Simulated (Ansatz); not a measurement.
A geometry of W away from equilibrium: step 2 of the relaxation of a relaxed W cell displaced along its unstable phonon at q = (½, ½, 0) of its primitive reciprocal cell (87i cm⁻¹), largest move 0.15 Å. The numbers are results of PBE (plane waves to 420 eV, PAW, scalar-relativistic; Ansatz, an electronic-structure program), not measurements. Γ-centred k-mesh 13×13×13 on the run's cell (coarser than for final values), Fermi–Dirac smearing 0.05 eV.

```xyz
4
Lattice="0.0000 4.4287 9.8722 1.5391 2.2144 9.8722 1.5391 2.2144 0.0000" Properties=species:S:1:pos:R:3:forces:R:3 pbc="T T T" free_energy=-41541.830 pressure_GPa=-1.5
W      1.8832     2.2144     1.2971    1.1566    0.0000   -0.3528
W      1.1950     4.4287     6.2332   -1.1566    0.0000   -0.3528
W      1.1950     2.2144     8.5752   -1.1566    0.0000    0.3528
W      1.8832     4.4287    13.5113    1.1566    0.0000    0.3528
```

Positions in Å, forces in eV/Å, free energy of the cell in eV (comparable only within this code, potentials and settings). Largest force: 1.21 eV/Å, on W1, W2, W3, W4 (atoms numbered as listed); the geometry lies 0.47 eV/atom above the end of its relaxation.

No spin polarisation in the result.

The run could not lose the symmetry of its start.

Of the parent cell (Fmmm (No. 69)): it is a generated cell of W: the first start was made by placing the elements on the sites of a structure type, and the end was not matched to a known phase here, so it may be hypothetical. Known forms of W include space group No. 229.
